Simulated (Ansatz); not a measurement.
Al2Cu (Al2Cu type, space group I4/mcm)

```
Al2Cu
1.0
   -3.00102     3.00102     2.40723
    3.00102    -3.00102     2.40723
    3.00102     3.00102    -2.40723
Al Cu
4 2
Direct
  0.65893   0.15893   0.81786
  0.84107   0.65893   0.50000
  0.15893   0.34107   0.50000
  0.34107   0.84107   0.18214
  0.25000   0.25000   0.00000
  0.75000   0.75000   0.00000
```

In this cell atom 1 (Al, nearest neighbour Cu at 2.559 Å; its periodic images, 4.8 Å or more away, move with it) is moved by s towards the nearest neighbour, unit vector (0.800, -0.373, -0.470); all other atoms and the cell stay fixed.

Method: PBEsol (plane waves to 420 eV, PAW, scalar-relativistic; Ansatz, a first-principles code). k mesh 10×10×10 (Γ-centred), Fermi-Dirac smearing 0.05 eV. E stands for the smeared free energy. With partly filled bands, energies and forces of such displacements shift with the k mesh and the smearing. Al2Cu is run without spin polarisation. Al2Cu was relaxed with its symmetry unable to fall. The PAW data are Ansatz's earlier set. The zero of ΔE is the undisplaced structure. The last digit holds for this mesh only.

```json
[
 {"s (Å)": "-0.260", "ΔE (meV/cell)": "191.7"},
 {"s (Å)": "-0.208", "ΔE (meV/cell)": "123.2"},
 {"s (Å)": "-0.156", "ΔE (meV/cell)": "withheld"},
 {"s (Å)": "-0.104", "ΔE (meV/cell)": "31.5"},
 {"s (Å)": "-0.052", "ΔE (meV/cell)": "8.1"},
 {"s (Å)": "0.000", "ΔE (meV/cell)": "0.0"},
 {"s (Å)": "0.052", "ΔE (meV/cell)": "7.9"},
 {"s (Å)": "0.104", "ΔE (meV/cell)": "33.0"},
 {"s (Å)": "0.156", "ΔE (meV/cell)": "76.6"},
 {"s (Å)": "0.208", "ΔE (meV/cell)": "140.6"},
 {"s (Å)": "0.260", "ΔE (meV/cell)": "227.5"}
]
```

Problem. Fit a polynomial form (powers 2, 3, 4) to the given rows and predict ΔE at s = -0.156.

Solution. Least squares on the 10 given rows: ΔE = (2949)·s² + (1005)·s³ + (2245)·s⁴, in meV/cell with s in Å; root-mean-square residual 0.30 meV/cell. At -0.156 the fit gives 69.3 meV/cell; the calculation gives 69.9 meV/cell, so the interpolation is off by -0.6 (-0.9 %). The quadratic term alone would give 71.8 meV/cell.

(A displaced cell: forces are minus the slopes of the energy, force constants its curvatures, and phonons follow from these.)
